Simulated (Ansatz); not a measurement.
Input and command of a plane-wave DFT calculation in Ansatz:

```yaml
crystal:
  lattice:
    - [-4.997213035, 4.9988028339, -1.5422985856]
    - [-5.0092426342, -1.5729485285, 4.9429418028]
    - [1.5730332427, 5.0117544038, 4.9438637735]
  atoms:
    - { symbol: Al, position: [0.0012718727, 0.9984966935, 0.9971336524] }
    - { symbol: Al, position: [0.5991876325, 0.1017785495, 0.1007037891] }
    - { symbol: Ta, position: [0.5014093397, 0.5000622155, 0.9962412974] }
    - { symbol: Ta, position: [0.0990531785, 0.6001077193, 0.1014351867] }
    - { symbol: Ta, position: [0.1966411455, 0.1982826307, 0.1970708308] }
    - { symbol: Ta, position: [0.6990150432, 0.6986998905, 0.1997934712] }
    - { symbol: Ta, position: [0.801885769, 0.2994044784, 0.2983801785] }
    - { symbol: Ta, position: [0.3001378857, 0.8003668789, 0.298763865] }
    - { symbol: Ta, position: [0.4027157152, 0.3977020935, 0.3962821061] }
    - { symbol: Ta, position: [0.5014247397, 0.9975856146, 0.4989798393] }
    - { symbol: Ta, position: [0.9997184706, 0.4993869439, 0.4983133956] }
    - { symbol: Ta, position: [0.0991063636, 0.1025788281, 0.5988416188] }
    - { symbol: Ta, position: [0.9012654083, 0.8992180742, 0.4004185945] }
    - { symbol: Ta, position: [0.6007679869, 0.6007761876, 0.5996124201] }
    - { symbol: Ta, position: [0.698986254, 0.2008875899, 0.6974556627] }
    - { symbol: Ta, position: [0.1977759756, 0.7025014922, 0.701362085] }
    - { symbol: Ta, position: [0.2999813801, 0.2998587791, 0.7990803671] }
    - { symbol: Ta, position: [0.7985417208, 0.8006704102, 0.7995433442] }
    - { symbol: Ta, position: [0.9012380543, 0.401585566, 0.8981376725] }
    - { symbol: Ta, position: [0.4038270932, 0.9018435579, 0.9008579455] }
  symmetry: { detect: false }
basis:
  ecutwfc: 420
kpoints:
  mp_grid: { grid: [3, 3, 3] }
hamiltonian:
  xc: pbe
scf:
  occupations: { method: gaussian, width: 0.1 }
  lower_state_search: "off"
output:
  forces: true
  stress: true
  eigenvalues: true
relax:
  adjacent_minimum: "off"
  f_tol: 0.04
  max_steps: 25
  cell: { stress_tol: 0.3 }
```

```bash
ansatz run input.yaml --threads 4 --pin off --max-ram 9216MiB --backend cpu --events-out ev --progress --plain --runs-dir out
```

Processor: Intel(R) Xeon(R) Platinum 8259CL CPU @ 2.50GHz (Skylake/Cascade Lake), 4 threads, on a host shared with other jobs.

**Question.** Estimate time, memory and problem size.

**Answer.** About 2.9 min on 4 threads of Intel(R) Xeon(R) Platinum 8259CL CPU @ 2.50GHz (Skylake/Cascade Lake) (shared host), peak memory 1.6 GiB. It solves 144 bands at 14 k points (the mesh reduced by the symmetry that the task leaves, which can be less than the crystal's) with about 7079 plane waves (on the last cell), in 37 SCF iterations over 6 ionic steps.
